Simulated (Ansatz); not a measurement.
GaSe:
```
GaSe
1.0
    3.71099     0.00000     0.00000
   -1.85549     3.21381     0.00000
    0.00000     0.00000    15.73941
Ga Se
4 4
Cartesian
  0.00000   2.14254   2.73282
  1.85549   1.07127  10.60252
  1.85549   1.07127  13.00659
  0.00000   2.14254   5.13688
  0.00000   2.14254   9.43956
  1.85549   1.07127   1.56985
  1.85549   1.07127   6.29985
  0.00000   2.14254  14.16955
```

Relaxed with LDA. Special points in fractions of this cell's reciprocal vectors: Γ (0.000, 0.000, 0.000); M (0.500, 0.000, 0.000); K (0.333, 0.333, 0.000); A (0.000, 0.000, 0.500); L (0.500, 0.000, 0.500); H (0.333, 0.333, 0.500).

List the band energies nearest the valence-band maximum at these points for DFT-LDA with spin–orbit coupling in the program Ansatz with PAW potentials.

In eV from the valence-band maximum; about four levels below and three above (degenerate sets whole), none deeper than 8.9 eV; points with the same levels are listed once.

| k | below | above |
|---|---|---|
| Γ | -1.10 -1.10 0.00 0.00 | 0.83 0.83 1.86 1.86 |
| M | -2.40 -2.40 -2.01 -2.01 | 0.87 0.87 1.04 1.04 |
| K | -2.40 -2.40 -2.38 -2.38 | 1.16 1.16 1.86 1.86 |
| A | -0.96 -0.96 -0.96 -0.96 | 1.52 1.52 1.52 1.52 |
| L | -2.33 -2.33 -2.33 -2.33 | 1.20 1.20 1.20 1.20 |
| H | -2.12 -2.12 -2.07 -2.07 | 1.43 1.43 1.47 1.47 |

Space group P6_3/mmc. Symmetry was held in the LDA relaxation. A crystal of weakly bound layers computed without a dispersion correction: the cell and the soft elastic constants depend strongly on that.

Potentials: the later of the program's two PAW sets.
